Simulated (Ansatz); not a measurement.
**Zincblende alloy of GaAs and InP (18 of 32 As sites, 18 of 32 Ga sites exchanged), 64 atoms**

Ansatz, PAW, plane waves. PBEsol relaxation of volume and atoms (shape held) at the single k point (¼, ¼, ¼) without its symmetry partners; single points on the relaxed atoms at the Γ point alone, onto which points of the small cell's zone fold. Arrangement: quasirandom. No spin–orbit coupling unless named.

Relaxed structure:

```yaml
crystal:
  lattice:
    - [11.54940, 0.00000, 0.00000]
    - [0.00000, 11.54940, 0.00000]
    - [0.00000, 0.00000, 11.54940]
  atoms:
    - { symbol: In, position: [0.99389, 0.00705, 0.99314] }
    - { symbol: In, position: [0.99904, 0.49822, 0.99400] }
    - { symbol: In, position: [0.50656, 0.00567, 0.99356] }
    - { symbol: In, position: [0.49823, 0.00494, 0.49936] }
    - { symbol: In, position: [0.25535, 0.74111, 0.00354] }
    - { symbol: In, position: [0.24467, 0.74403, 0.49707] }
    - { symbol: In, position: [0.75322, 0.25779, 0.51016] }
    - { symbol: In, position: [0.75056, 0.74922, 0.50894] }
    - { symbol: In, position: [0.24949, 0.00350, 0.25958] }
    - { symbol: In, position: [0.24844, 0.01463, 0.74922] }
    - { symbol: In, position: [0.25194, 0.49220, 0.74654] }
    - { symbol: In, position: [0.74782, 0.00029, 0.24342] }
    - { symbol: In, position: [0.74311, 0.50055, 0.25051] }
    - { symbol: In, position: [0.00600, 0.25389, 0.25187] }
    - { symbol: In, position: [0.00646, 0.74766, 0.25332] }
    - { symbol: In, position: [0.99171, 0.74761, 0.74544] }
    - { symbol: In, position: [0.49576, 0.25683, 0.24649] }
    - { symbol: In, position: [0.51019, 0.74170, 0.75444] }
    - { symbol: Ga, position: [0.00125, 0.00343, 0.50866] }
    - { symbol: Ga, position: [0.00405, 0.49435, 0.51062] }
    - { symbol: Ga, position: [0.49489, 0.49542, 0.99808] }
    - { symbol: Ga, position: [0.50091, 0.49206, 0.50293] }
    - { symbol: Ga, position: [0.25450, 0.25799, 0.99191] }
    - { symbol: Ga, position: [0.25118, 0.25206, 0.50524] }
    - { symbol: Ga, position: [0.74644, 0.24651, 0.98843] }
    - { symbol: Ga, position: [0.74620, 0.74594, 0.98805] }
    - { symbol: Ga, position: [0.25412, 0.49587, 0.24479] }
    - { symbol: Ga, position: [0.75599, 0.00219, 0.75362] }
    - { symbol: Ga, position: [0.75075, 0.49710, 0.74872] }
    - { symbol: Ga, position: [0.99792, 0.25134, 0.74783] }
    - { symbol: Ga, position: [0.49582, 0.25473, 0.75051] }
    - { symbol: Ga, position: [0.50017, 0.74242, 0.24681] }
    - { symbol: As, position: [0.13581, 0.13271, 0.11477] }
    - { symbol: As, position: [0.62473, 0.12609, 0.64131] }
    - { symbol: As, position: [0.61716, 0.62804, 0.11242] }
    - { symbol: As, position: [0.38287, 0.87365, 0.13199] }
    - { symbol: As, position: [0.37429, 0.87138, 0.62907] }
    - { symbol: As, position: [0.86462, 0.36596, 0.11651] }
    - { symbol: As, position: [0.86977, 0.86260, 0.11394] }
    - { symbol: As, position: [0.38156, 0.61386, 0.36921] }
    - { symbol: As, position: [0.87972, 0.12043, 0.38195] }
    - { symbol: As, position: [0.88300, 0.61466, 0.38592] }
    - { symbol: As, position: [0.13567, 0.38304, 0.38406] }
    - { symbol: As, position: [0.12655, 0.87243, 0.87335] }
    - { symbol: As, position: [0.62247, 0.37578, 0.87243] }
    - { symbol: As, position: [0.61781, 0.86636, 0.36858] }
    - { symbol: P, position: [0.11730, 0.13643, 0.61953] }
    - { symbol: P, position: [0.13080, 0.61375, 0.13069] }
    - { symbol: P, position: [0.11874, 0.61650, 0.62310] }
    - { symbol: P, position: [0.63042, 0.13629, 0.11737] }
    - { symbol: P, position: [0.62604, 0.60650, 0.62468] }
    - { symbol: P, position: [0.36778, 0.38051, 0.11477] }
    - { symbol: P, position: [0.38127, 0.36689, 0.61926] }
    - { symbol: P, position: [0.88397, 0.38292, 0.63663] }
    - { symbol: P, position: [0.87431, 0.89060, 0.62725] }
    - { symbol: P, position: [0.36920, 0.13705, 0.38261] }
    - { symbol: P, position: [0.37714, 0.14211, 0.87426] }
    - { symbol: P, position: [0.38090, 0.61364, 0.87758] }
    - { symbol: P, position: [0.86886, 0.13393, 0.86405] }
    - { symbol: P, position: [0.86086, 0.62187, 0.87014] }
    - { symbol: P, position: [0.12362, 0.36214, 0.87022] }
    - { symbol: P, position: [0.11652, 0.88354, 0.38617] }
    - { symbol: P, position: [0.61896, 0.37787, 0.38257] }
    - { symbol: P, position: [0.64042, 0.87699, 0.87109] }
```

**Question.** What are the mean bond lengths by pair (pairs within 1.2 times the sum of covalent radii, less contacts 15 % beyond the pair's median; cation–cation pairs of compounds aside; long ionic contacts are cut short by that bound)?

**Answer.** As–Ga 2.459 ± 0.020 Å (standard deviation, 22 bonds); As–In 2.603 ± 0.011 Å (standard deviation, 34 bonds); Ga–P 2.388 ± 0.020 Å (standard deviation, 34 bonds); In–P 2.545 ± 0.015 Å (standard deviation, 38 bonds).

**Question.** What gap lies between the top filled and the lowest empty level in the single points?

**Answer.** HSE06 with spin–orbit coupling 1.30 eV (19 min on NVIDIA H100).
